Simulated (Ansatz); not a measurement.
Space group P-3m1 (No. 164). a = 4.484 Å, b = 4.484 Å, c = 4.784 Å, α = 90.00°, β = 90.00°, γ = 120.00°
| atom | site | symmetry | x | y | z |
| --- | --- | --- | --- | --- | --- |
| Ba | 1a | -3m. | 0.0000 | 0.0000 | 0.0000 |
| Ga | 2d | 3m. | 0.3333 | 0.6667 | 0.4699 |
| H | 2d | 3m. | 0.3333 | 0.6667 | 0.1169 |

Equation of state of this BaGa$_{2}$H$_{2}$ structure (not necessarily the ground state), with shape and atoms relaxed at each volume where symmetry leaves them free. It has no gap at any of these volumes. These are results of DFT PBEsol, scalar-relativistic, plane waves, PAW (Ansatz), not measurements.

Settings: cutoff 420 eV, Γ-centred mesh 12×12×8 on the computed 5-atom cell, Gaussian smearing of 0.10 eV; no spin polarisation.

```csv
V (Å³/atom),E − E(largest V) (meV/atom),P (GPa)
15.659,1.20,3.05
16.159,-5.66,1.40
16.659,-7.74,-0.04
17.158,-5.66,-1.27
17.658,0.00,-2.33
```

Question: Fit a third-order Birch–Murnaghan equation to E(V).

Answer: V0 = 16.65 Å³/atom, B0 = 44 GPa, B0' = 3.8.

Spin-orbit coupling is left out, which matters for the bands of heavy elements.

Cost: 5 runs of about 7.5 core-minutes in all, on Arm Neoverse V2 (shared hosts).